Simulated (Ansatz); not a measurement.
A geometry of TiAu away from equilibrium: the start of the relaxation of a relaxed TiAu cell, doubled along one cell vector, shaken by Gaussian noise of σ = 0.08 Å a coordinate. Method: PBEsol (plane waves to 420 eV, PAW, scalar-relativistic; Ansatz, a quantum-chemistry and plane-wave program). Γ-centred k-mesh 10×5×6 on the run's cell (coarser than for final values), Fermi–Dirac smearing 0.05 eV.

```xyz
8
Lattice="3.3065 0.0000 0.0000 0.0000 6.6131 0.0000 0.0000 0.0000 6.0103" Properties=species:S:1:pos:R:3 pbc="T T T"
Ti    -0.0020     1.7993     3.8810
Ti     0.0839     5.0030     3.8703
Ti     1.6106     0.0831     2.0551
Ti     1.6290     3.2853     2.2005
Au     0.0149     1.5855     0.8470
Au    -0.0166     4.9970     0.8171
Au     1.6115     0.0681     5.3130
Au     1.7231     3.3445     5.1309
```

Question: Predict the force on each atom, in eV/Å.

Answer: 
| atom | Fx | Fy | Fz |
|---|---|---|---|
| Ti1 | 0.11 | -1.56 | -0.68 |
| Ti2 | -0.62 | 0.50 | -0.69 |
| Ti3 | 0.55 | -0.86 | 2.24 |
| Ti4 | 0.32 | 0.71 | -0.29 |
| Au5 | -0.43 | 1.83 | -0.19 |
| Au6 | -0.01 | -0.64 | 0.33 |
| Au7 | 0.46 | -0.27 | -1.76 |
| Au8 | -0.36 | 0.29 | 1.03 |

Question: What is the pressure?

Answer: +3.2 GPa, compression positive.

Question: How far above the relaxed end point is this geometry?

Answer: 0.08 eV/atom; the path ends in P4/nmm (No. 129) (AFLOW prototype AB_tP4_129_c_c (B11, as in TiCu)).

No spin polarisation in the result.

The first start was generated by placing the elements on the sites of a structure type. Materials Project lists a structure of TiAu in the same space group, P4/nmm (No. 129); the sites were not compared with it, nor with measured phases.
